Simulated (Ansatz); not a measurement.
Here is the system:

YAl3 (Cu3Au type, Pm-3m), a = 4.183 Å, b = 4.183 Å, c = 4.183 Å, α = 90.00°, β = 90.00°, γ = 90.00°.

This is the LDA-relaxed structure.

**Question.** All from LDA in the plane-wave PAW code Ansatz, unless another level is named. Estimate the formation energy from the elements (no fitted shifts).

**Answer.** -45 kJ/mol of atoms.

**Question.** Next, the density of states at the Fermi level?

**Answer.** 0.31 states/eV per atom (mean over ±0.08 eV).

The workflow started from a Materials Project entry (that database holds measured and hypothetical structures alike); the Crystallography Open Database copy checked does not list it. Its standing as an ambient phase is unchecked. Symmetry was held in the LDA relaxation; whether a distortion lowers the energy is not shown. The run is not spin-polarised. The references are the lowest solids computed at this level, not always the standard phases. Spin–orbit coupling is left out wherever it is not named.

Potentials: the later of the program's two PAW sets.
